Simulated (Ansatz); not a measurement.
The calculation used DFT PBE, scalar-relativistic, plane waves, PAW (Ansatz 0.2.0). All cells share a 420 eV cutoff and Γ-centred k meshes spaced at most about 0.3 Å⁻¹ (about 0.25 or finer for metals, 2π included). No spin polarisation in the final relaxations.

Temperature and zero-point effects are left out.

Two relaxed structures of AlSn4:

A.

Space group Pm-3m (No. 221). a = 5.326 Å, b = 5.326 Å, c = 5.326 Å, α = 90.00°, β = 90.00°, γ = 90.00°
| atom | site | symmetry | x | y | z |
| --- | --- | --- | --- | --- | --- |
| Al | 1b | m-3m | 0.5000 | 0.5000 | 0.5000 |
| Sn | 3c | 4/mm.m | 0.0000 | 0.5000 | 0.5000 |
| Sn | 1a | m-3m | 0.0000 | 0.0000 | 0.0000 |

B.

Space group Im-3m (No. 229). a = 6.616 Å, b = 6.616 Å, c = 6.616 Å, α = 90.00°, β = 90.00°, γ = 90.00°
```csv
atom,site,symmetry,x,y,z
Al,2a,m-3m,0.0000,0.0000,0.0000
Sn,8c,.-3m,0.2500,0.2500,0.7500
```

Question: Which would you expect to be lower, and how large is the difference?

Answer: B is lower, by 204 meV/atom. A has space group Pm-3m (No. 221), 30.2 Å³/atom and no gap on its mesh; B has space group Im-3m (No. 229), 29.0 Å³/atom and no gap. Counting all near atoms (those within 1.25 times the shortest distance at each site; a plus sign parts nearer from farther groups; a slash parts the counts of unlike sites), A has Al 6, Sn 2/12+8 and B has Al 8, Sn 2+6. The denser one is the lower, and pressure would at first widen the difference. Even the lower one lies +0.18 eV/atom against the reference forms of the elements (uncorrected), so neither is stable at this level. In A, Al is surrounded by 6 Sn at 2.66 Å; around Sn on a site of symmetry 4/mmm lie 2 Al at 2.66 Å and 12 Sn at 3.77 Å; around Sn on a site of symmetry m-3m lie 12 Sn at 3.77 Å. In B, Al is surrounded by 8 Sn at 2.86 Å; Sn has 2 Al at 2.86 Å and 6 Sn at 3.31 Å. Both come from invented guesses. A third cell relaxed alike, in Cmmm, lies 34 meV/atom below the lower of the two.

Cells relaxed within their symmetry can be saddle points.
